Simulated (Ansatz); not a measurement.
# SiC with Si replacing C: gradients before and after relaxing the atoms

Start: a supercell of SiC (wurtzite type, P6_3mc) built from a structure deposited in the COD, with all atoms left at the host's positions.

```
CELL_PARAMETERS angstrom
6.15200 0.00000 0.00000
-4.61400 7.99168 0.00000
0.00000 0.00000 10.09600
ATOMIC_POSITIONS crystal
Si 0.16667 0.22222 0.00000
Si 0.16667 0.22222 0.50000
Si 0.16667 0.55556 0.00000
Si 0.16667 0.55556 0.50000
Si 0.16667 0.88889 0.00000
Si 0.16667 0.88889 0.50000
Si 0.66667 0.22222 0.00000
Si 0.66667 0.22222 0.50000
Si 0.66667 0.55556 0.00000
Si 0.66667 0.55556 0.50000
Si 0.66667 0.88889 0.00000
Si 0.66667 0.88889 0.50000
Si 0.33333 0.11111 0.25000
Si 0.33333 0.11111 0.75000
Si 0.33333 0.44444 0.25000
Si 0.33333 0.44444 0.75000
Si 0.33333 0.77778 0.25000
Si 0.33333 0.77778 0.75000
Si 0.83333 0.11111 0.25000
Si 0.83333 0.11111 0.75000
Si 0.83333 0.44444 0.25000
Si 0.83333 0.44444 0.75000
Si 0.83333 0.77778 0.25000
Si 0.83333 0.77778 0.75000
Si 0.16667 0.22222 0.19250
C 0.16667 0.22222 0.69250
C 0.16667 0.55556 0.19250
C 0.16667 0.55556 0.69250
C 0.16667 0.88889 0.19250
C 0.16667 0.88889 0.69250
C 0.66667 0.22222 0.19250
C 0.66667 0.22222 0.69250
C 0.66667 0.55556 0.19250
C 0.66667 0.55556 0.69250
C 0.66667 0.88889 0.19250
C 0.66667 0.88889 0.69250
C 0.33333 0.11111 0.44250
C 0.33333 0.11111 0.94250
C 0.33333 0.44444 0.44250
C 0.33333 0.44444 0.94250
C 0.33333 0.77778 0.44250
C 0.33333 0.77778 0.94250
C 0.83333 0.11111 0.44250
C 0.83333 0.11111 0.94250
C 0.83333 0.44444 0.44250
C 0.83333 0.44444 0.94250
C 0.83333 0.77778 0.44250
C 0.83333 0.77778 0.94250
```

Sites (sets of like atoms) are named by element and the number of their first atom in this list.

Computed with Ansatz: DFT, PBE, plane waves and PAW, scalar-relativistic, 420 eV cutoff, Γ-centred 4×3×2 k-points, Fermi–Dirac smearing 0.01 eV.

The largest force at the start is 11 eV/Å. Relaxing the ions at fixed cell moves them by 0.273 Å at most (atom 15, Si) and 0.087 Å rms.

| site | atom | moved (Å) | first shell before | first shell after | V_zz before (10²¹ V/m²) | η before |
| --- | --- | --- | --- | --- | --- | --- |
| Si1 | 1 | 0.269 | 3 C at 1.87 Å, 1 Si at 1.94 Å | 3 C at 1.86–1.87 Å, 1 Si at 2.16 Å | -3.71 | 0.00 |
| Si4 | 4 | 0.052 | 4 C at 1.87–1.94 Å | 4 C at 1.87–1.88 Å | 1.67 | 0.02 |
| Si10 | 10 | 0.052 | 4 C at 1.87–1.94 Å | 4 C at 1.87–1.89 Å | 1.67 | 0.02 |
| Si12 | 12 | 0.052 | 4 C at 1.87–1.94 Å | 4 C at 1.87–1.88 Å | 1.67 | 0.02 |
| Si6 | 6 | 0.051 | 4 C at 1.87–1.94 Å | 4 C at 1.87–1.88 Å | 1.67 | 0.01 |
| Si8 | 8 | 0.062 | 4 C at 1.87–1.94 Å | 4 C at 1.86–1.88 Å | 1.67 | 0.02 |
| Si7 | 7 | 0.020 | 4 C at 1.87–1.94 Å | 4 C at 1.88–1.90 Å | 1.70 | 0.01 |
| Si13 | 13 | 0.226 | 3 C at 1.87–1.94 Å, 1 Si at 1.87 Å | 3 C at 1.85–1.87 Å, 1 Si at 2.12 Å | -5.82 | 0.40 |
| Si19 | 19 | 0.237 | 3 C at 1.87–1.94 Å, 1 Si at 1.87 Å | 3 C at 1.85–1.88 Å, 1 Si at 2.13 Å | -5.81 | 0.40 |
| Si20 | 20 | 0.034 | 4 C at 1.87–1.94 Å | 4 C at 1.87–1.90 Å | 1.63 | 0.01 |
| Si15 | 15 | 0.273 | 1 Si at 1.87 Å, 3 C at 1.87–1.94 Å | 3 C at 1.86–1.88 Å, 1 Si at 2.14 Å | -5.86 | 0.39 |
| Si17 | 17 | 0.048 | 4 C at 1.87–1.94 Å | 4 C at 1.83–1.90 Å | 1.68 | 0.15 |
| Si18 | 18 | 0.039 | 4 C at 1.87–1.94 Å | 4 C at 1.88–1.89 Å | 1.69 | 0.00 |
| Si24 | 24 | 0.040 | 4 C at 1.87–1.94 Å | 4 C at 1.88–1.89 Å | 1.69 | 0.00 |
| Si25 | 25 | 0.060 | 4 Si at 1.87–1.94 Å | 4 Si at 2.12–2.16 Å | 1.51 | 0.03 |
| C26 | 26 | 0.036 | 4 Si at 1.87–1.94 Å | 4 Si at 1.89–1.91 Å | 0.24 | 0.02 |

Problem. What are V_zz and η after the relaxation?

Solution. 

```csv
site,atom,V_zz after,η after,change of V_zz
Si1,1,-0.79,0.16,+2.92
Si4,4,0.23,0.52,–
Si10,10,0.20,0.79,–
Si12,12,0.17,0.78,–
Si6,6,0.17,0.81,–
Si8,8,-0.21,0.84,-1.88
Si7,7,0.35,0.99,-1.35
Si13,13,-2.54,0.15,+3.28
Si19,19,-2.54,0.14,+3.27
Si20,20,0.56,0.73,–
Si15,15,-2.12,0.17,+3.74
Si17,17,1.17,0.05,-0.51
Si18,18,-0.098,0.94,–
Si24,24,0.16,0.62,-1.53
Si25,25,-0.76,0.83,–
C26,26,0.11,0.88,-0.13
```

The largest change of V_zz along a kept axis is on Si15, from -5.86 to -2.12. Small gradients that grow severalfold: C31 (0.21 to -1.35). In per cent, |V_zz| changes by -91 to -30 on Si (all sites that start above 0.5, bar those whose gradient vanishes or changes sign or whose main axis turns by over 40°). Where |V_zz| stays above 0.1 and the axes keep their order, η moves most on Si7, from 0.01 to 0.99. V_zz changes sign on Si8 (same axis). On Si18, Si10, Si12, Si6, Si4, Si20, Si25, Si14 and 15 more sites (not all in the table) the largest principal value lies along another axis in the second run, so the two V_zz can't be compared directly. The table leaves out 32 of the 48 sites, with |V_zz| up to 1.70; their tensors move by 1.60 at most along any direction. The statements above cover all sites. The host's own positions weren't relaxed first, so part of the change far from the defect can be the host's relaxation.

The defect repeats with the cell of 48 atoms, so it feels its images: sites between two images don't show the values beside a lone defect, and zeros or small values of η there can come from the images' arrangement. C and Si carry a gradient in the pure host already, so the values there aren't the defect's effect alone.
Before: Forces reach 0.8 eV/Å even beyond 5.5 Å from the defect, so the host's positions may themselves be off equilibrium. The cell keeps the host's lattice, where the PBE pressure is 14 GPa. The neighbours have not yet relaxed around the defect (largest force 11 eV/Å), so the values at and beside it are those of a strained start, not of the defect in a real crystal.
After: The cell keeps the host's lattice, where the PBE pressure is 11 GPa.
